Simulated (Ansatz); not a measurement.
Input:

Relaxed Si (diamond):

```yaml
crystal:
  lattice:
    - [0.00000, 2.71682, 2.71682]
    - [2.71682, 0.00000, 2.71682]
    - [2.71682, 2.71682, 0.00000]
  atoms:
    - { symbol: Si, position: [0.00000, 0.00000, 0.00000] }
    - { symbol: Si, position: [0.25000, 0.25000, 0.25000] }
```

In each cell atom 1 (Si, nearest neighbour Si at 2.353 Å; its periodic images, 3.8 Å or more away, move with it) moves by s·(0.707, 0.707, 0.000) (along Cartesian [110]), the rest being held.

Calculation: PBEsol (plane waves to 420 eV, PAW, scalar-relativistic; Ansatz, a first-principles code). k mesh 9×9×9 (Γ-centred), Fermi-Dirac smearing 0.05 eV. Energies are smeared free energies. As the smearing reaches across the gap at some points, energies and forces of such displacements shift with the k mesh and the smearing. Si was relaxed with its symmetry unable to fall. ΔE is measured from the undisplaced structure.

The scan covers s from -0.240 to 0.240 Å in 11 points.

### Question
Is the energy the same for equal positive and negative displacements?

### Answer
Even: the same for both signs. With its periodic images moving along, the atom's site symmetry in this cell is -43m.

### Question
What is the force constant k = d²E/ds² of this move at s = 0?

### Answer
13.3 eV/Å².

(For displaced atoms, the force is minus the slope of the energy, and its curvature is a force constant, which sets phonon frequencies.)
